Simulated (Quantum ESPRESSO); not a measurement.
# Band energies of NH$_{4}$Br

```
CELL_PARAMETERS angstrom
      4.00010     0.00000     0.00000
      0.00000     4.00010     0.00000
      0.00000     0.00000     4.00010
ATOMIC_POSITIONS crystal
  H  0.14921 0.14921 0.85079
  H  0.14921 0.85079 0.14921
  H  0.85079 0.85079 0.85079
  H  0.85079 0.14921 0.14921
  N  0.00000 0.00000 0.00000
  Br 0.50000 0.50000 0.50000
```

PBEsol (pw.x of Quantum ESPRESSO, ONCV potentials, with spin-orbit coupling); path ΓXMΓRX,MR; energies in eV from the valence-band maximum.

```
k (1/Å)  point  band 16  band 17  band 18  band 19  band 20  band 21  band 22  band 23
-------  -----  -------  -------  -------  -------  -------  -------  -------  -------
0.00         Γ     0.00     4.01     4.01     6.72     6.72     6.72     6.72     9.65
0.20              -0.02     4.41     4.41     6.87     6.87     7.10     7.10     9.58
0.39              -0.07     5.28     5.28     7.29     7.29     7.94     7.94     9.45
0.79         X    -0.14     6.85     6.85     8.02     8.02     8.77     8.77     9.29
0.98              -0.17     6.88     6.88     7.51     7.55     8.84     8.85     8.96
1.37              -0.06     5.75     5.77     6.48     6.48     8.09     8.10     8.14
1.57         M    -0.05     5.47     5.47     6.37     6.37     7.92     7.92     7.93
1.76              -0.06     5.70     5.71     6.48     6.48     8.01     8.01     8.18
2.13              -0.14     5.83     5.85     7.51     7.52     8.67     8.67     8.79
2.31              -0.12     5.15     5.16     7.35     7.35     7.77     7.77     9.12
2.68         Γ     0.00     4.01     4.01     6.72     6.72     6.72     6.72     9.65
2.85              -0.06     4.32     4.32     6.92     6.92     6.92     6.92     9.55
3.02              -0.22     5.05     5.05     7.44     7.44     7.47     7.47     9.23
3.36              -0.72     6.67     6.67     7.89     7.89     8.18     8.18     8.19
3.53              -0.93     6.75     6.75     7.92     7.92     7.93     7.93     8.00
3.87              -1.33     7.31     7.31     7.70     7.70     7.71     7.71     9.46
4.04         R    -1.43     7.68     7.68     7.69     7.69     7.69     7.69     9.91
4.20              -1.34     7.35     7.35     7.69     7.69     7.70     7.70     9.48
4.52              -0.76     6.49     6.50     7.61     7.63     7.88     7.88     8.58
4.68              -0.47     6.60     6.61     7.38     7.39     8.08     8.08     8.62
4.99              -0.18     6.90     6.91     7.72     7.75     8.73     8.73     8.96
5.15         X    -0.14     6.85     6.85     8.02     8.02     8.77     8.77     9.29
5.15         M    -0.05     5.47     5.47     6.37     6.37     7.92     7.92     7.93
5.47              -0.64     6.03     6.03     7.55     7.55     7.79     7.79     7.79
5.62              -1.05     6.67     6.67     7.72     7.72     7.72     7.72     8.55
5.94         R    -1.43     7.68     7.68     7.69     7.69     7.69     7.69     9.91
```

The PBEsol gap is direct, 4.01 eV at Γ.

Geometry of the Materials Project entry, not relaxed at this level.
